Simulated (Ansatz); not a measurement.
Consider the following.

YN (rock salt)

```cif
data_N4Y4
_chemical_formula_sum 'N4 Y4'
_space_group_name_H-M_alt 'Fm-3m'
_space_group_IT_number 225
_space_group_name_Hall '-F 4 2 3'
_cell_length_a 4.89567
_cell_length_b 4.89567
_cell_length_c 4.89567
_cell_angle_alpha 90.000
_cell_angle_beta 90.000
_cell_angle_gamma 90.000
loop_
_atom_site_label
_atom_site_type_symbol
_atom_site_symmetry_multiplicity
_atom_site_Wyckoff_symbol
_atom_site_fract_x
_atom_site_fract_y
_atom_site_fract_z
_atom_site_occupancy
N1 N 4 a 0.00000 0.00000 0.00000 1
Y1 Y 4 b 0.50000 0.50000 0.50000 1
```
(The calculation used a cell of 2 atoms; values per cell refer to that cell.)

The volume is varied about the relaxed value V₀ at fixed cell shape. Symmetry pins the atoms to their sites.

Method: r2SCAN (plane waves to 500 eV, PAW, scalar-relativistic; Ansatz, a first-principles code). k mesh 12×12×12 (Γ-centred), Fermi-Dirac smearing 0.05 eV. Energies are smeared free energies. Compression counts positive. YN is run without spin polarisation. YN was relaxed with its symmetry unable to fall. ΔE is measured from the relaxed starting cell.

The scan covers V/V₀ from 0.840 to 1.160 in 13 points.

**Question.** What pressure does the cell carry at V/V₀ = 0.840?

**Answer.** 42.4 GPa.

**Question.** What is ΔE at V/V₀ = 1.160?

**Answer.** 153.5 meV/atom.

**Question.** What is ΔE at V/V₀ = 0.840?

**Answer.** 267.6 meV/atom.

(Under strain, the slope of the energy per volume gives the stress and its curvature an elastic modulus.)
